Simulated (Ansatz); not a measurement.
HfScTaN₃ in space group P3m1 (No. 156; Pearson symbol hP6) under volume change, PBEsol in the plane-wave PAW code Ansatz, shape and atoms relaxed at each volume.

```csv
V (Å³/atom),E − E(relaxed) (meV/atom),P (GPa)
9.944,91.1,32.24
10.272,?,?
10.600,9.0,9.08
10.928,0.0,0.00
11.255,8.1,-7.73
11.583,?,?
11.911,66.0,-19.92
```

Q: Fill in the missing entries.

A: 
- 11.583, E − E(relaxed) (meV/atom): 30.9
- 11.583, P (GPa): -14.32
- 10.272, E − E(relaxed) (meV/atom): 38.2
- 10.272, P (GPa): 19.73

Q: What does a third-order Birch–Murnaghan fit give for V₀, B₀ and B′?

A: V₀ = 10.93 Å³/atom, B₀ = 279 GPa, B′ = 4.3.

The start of the workflow was typed in or built on a structure type; neither database checked (COD, Materials Project) lists it. Whether it is the stable phase at ambient conditions was not checked. The cell was relaxed with PBEsol under the symmetry of its start; its stability against distortions is not shown here. The run is not spin-polarised. Scalar-relativistic: spin–orbit coupling is off unless named, which matters more the heavier the elements.

Potentials: the earlier of the program's two PAW sets.
